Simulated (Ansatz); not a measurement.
RhPb in space group P6/mmm (No. 191; Rh on 3f, Pb on 2d, Pb on 1a) at seven volumes, the program Ansatz at the PBEsol level (PAW), shape and atoms relaxed at each. One row is withheld.

```json
[
 {"V (Å³/atom)": "18.713", "P (GPa)": "15.63"},
 {"V (Å³/atom)": "19.329", "P (GPa)": "9.42"},
 {"V (Å³/atom)": "19.946", "P (GPa)": "4.27"},
 {"V (Å³/atom)": "20.563", "P (GPa)": "0.00"},
 {"V (Å³/atom)": "21.180", "P (GPa)": "?"},
 {"V (Å³/atom)": "21.797", "P (GPa)": "-6.46"},
 {"V (Å³/atom)": "22.414", "P (GPa)": "-8.86"}
]
```

Problem. Fit the shown pressures and predict the withheld one.

Solution. Third-order Birch–Murnaghan: P = (3/2)B₀(x^(7/2) − x^(5/2))[1 + (3/4)(B′ − 4)(x − 1)] with x = (V₀/V)^(2/3). Least squares on the six rows gives V₀ = 20.563 Å³/atom, B₀ = 129.2 GPa, B′ = 5.29. At V = 21.180, x = 0.9805 and P = -3.53 GPa. The run itself gave -3.53 GPa.

The workflow started from a Materials Project entry (that database holds measured and hypothetical structures alike); the Crystallography Open Database files this formula in space group No. 191, but the cells were not matched. Its standing as an ambient phase is unchecked. Symmetry was held in the PBEsol relaxation. At this level the phase is dynamically unstable (imaginary phonons). The run is not spin-polarised. Scalar-relativistic: spin–orbit coupling is off unless named, which matters more the heavier the elements.

Potentials: the later of the program's two PAW sets.
